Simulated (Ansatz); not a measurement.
A plane-wave run on ZrV₂Cu

Input file of Ansatz 0.2.0:

```yaml
crystal:
  lattice:
    - [3.850058, 0.0, 0.0]
    - [1.925029, -8.235081, 0.0]
    - [0.0, 0.0, -3.807935]
  atoms:
    - { symbol: V, position: [0.042, 0.916, 0.75] }
    - { symbol: V, position: [0.958, 0.084, 0.25] }
    - { symbol: Zr, position: [0.391, 0.218, 0.75] }
    - { symbol: Zr, position: [0.609, 0.782, 0.25] }
    - { symbol: V, position: [0.751, 0.498, 0.75] }
    - { symbol: V, position: [0.249, 0.502, 0.25] }
    - { symbol: Cu, position: [0.174, 0.652, 0.75] }
    - { symbol: Cu, position: [0.826, 0.348, 0.25] }
  symmetry: { tolerance: 0.0003 }
kpoints:
  mp_grid: { grid: [7, 7, 7], shift: [0, 0, 0] }
  band_path:
    path:
      - [0.0, 0.0, 0.0]
      - [0.0, -0.5, 0.0]
      - [0.47267823, -0.26366088, 0.0]
      - [0.52732177, 0.26366088, 0.0]
      - [0.0, 0.0, 0.0]
      - [0.0, 0.0, -0.5]
      - [0.52732177, 0.26366088, -0.5]
      - [0.47267823, -0.26366088, -0.5]
      - [0.0, -0.5, -0.5]
      - [0.0, -0.5, 0.0]
      - [0.0, 0.0, 0.0]
    npoints: 6
magnetization:
  spin_polarized: false
scf:
  occupations: { method: fermi_dirac }
  lower_state_search: "off"
  max_iter: 200
hamiltonian:
  pseudopotentials: { kind: paw }
  xc: r2scan
basis:
  ecutwfc: 500
  fft_grid_basis: typed
output:
  forces: true
  stress: true
  eigenvalues: true
  bader: true
  populations: true
  elf: true
  write_potential: true
  volumetric_format: npy
  dos:
    e_range: [-12, 8]
    de: 0.05
    projected: { site_lists: { Cu: [Cu], V: [V], Zr: [Zr] } }
checkpoint:
  read: saved_state
```

The run starts from an earlier solution of this cell. 

Parts of the output:

```
SCF iter   1: F=-33316.8039 eV  Δρ=6.85e-3  dr2=2.25e-1  dr2_τ=4.59e-3
SCF iter   2: F=-33316.2598 eV  Δρ=1.54e-2  dr2=8.08e-1  dr2_τ=1.56e-2  recentre
SCF iter   3: F=-33317.0126 eV  Δρ=9.49e-4  dr2=3.96e-3  dr2_τ=1.94e-4
SCF iter   4: F=-33317.0155 eV  Δρ=7.10e-4  dr2=5.95e-4  dr2_τ=3.80e-5
SCF iter   5: F=-33317.0159 eV  Δρ=2.24e-4  dr2=7.53e-5  dr2_τ=3.26e-6
SCF iter   6: F=-33317.0159 eV  Δρ=1.61e-4  dr2=2.46e-5  dr2_τ=2.66e-6
SCF iter   7: F=-33317.0159 eV  Δρ=6.77e-5  dr2=1.39e-5  dr2_τ=6.73e-7
SCF iter   8: F=-33317.0159 eV  Δρ=4.83e-5  dr2=7.60e-6  dr2_τ=1.28e-7
SCF iter   9: F=-33317.0159 eV  Δρ=2.33e-5  dr2=1.33e-6  dr2_τ=1.60e-8
SCF iter  10: F=-33317.0160 eV  Δρ=6.13e-6  dr2=1.44e-7  dr2_τ=9.68e-10
SCF iter  11: F=-33317.0160 eV  Δρ=2.10e-6  dr2=1.01e-8  dr2_τ=9.53e-11
Free energy (F): -33317.0160 eV
Harris-Foulkes:  -33317.0160 eV  (|F-HF|=9.19e-9)
Internal energy: -33316.6718 eV  (E = F + TS)
E sigma→0 (E₀):  -33316.8439 eV
Entropy (-TS):   -0.3442 eV (-43.019 meV/atom)
Fermi energy:    16.3523 eV
--- Per-component energies (eV) ---
  E_band       = -1667.5035
  E_kinetic    = 2620.6271
  E_local      = -16750.6700  (includes V_loc(G=0)·N_el)
  E_nonlocal   = 751.5868
  E_hartree    = 7483.4305
  E_xc         = -991.0659
  E_vxc        = -1418.9771  (∫ρ·V_xc dr)
  E_paw        = -13766.6910  (= ΣΔE_a)
  E_vpaw       = -1930.9870  (= ΣTr[D̂ρ^β])
  E_aug_tail   = 0.0011  (compensation charges beyond the density's cutoff)
  E_vtau       = 94.0470  (kinetic-family band-sum trace: ∫τ·v_τ [+ j·A + Jᵃ·Aᵃ] dr)
  E_ewald      = -12661.8955
  E_core_change = -1.9948  (= ΣΔE_core)
  E_smearing   = -0.3442  (= −TS)
--- Stress (GPa, compression-positive) ---
        8.0556       0.0000       0.0000
        0.0000      22.1113       0.0000
        0.0000       0.0000      15.8630
  P = ⅓ Tr σ = 15.3433 GPa (153.433 kbar)
--- Bader charges: 8 sites ---
  site symbol  charge [e]  shift [e]
     0      V     -0.2817     0.0000
     1      V     -0.2818     0.0000
     2     Zr      1.2966     0.0000
     3     Zr      1.2966     0.0000
     4      V      0.6093     0.0011
     5      V      0.6093     0.0011
     6     Cu     -1.6242     0.0011
     7     Cu     -1.6241     0.0011
```

Origin: a known structure type with other elements, at an estimated volume, so it need not be a known compound. Caveats: no spin polarisation, so a magnetic state may lie lower; atoms or cell far from equilibrium.
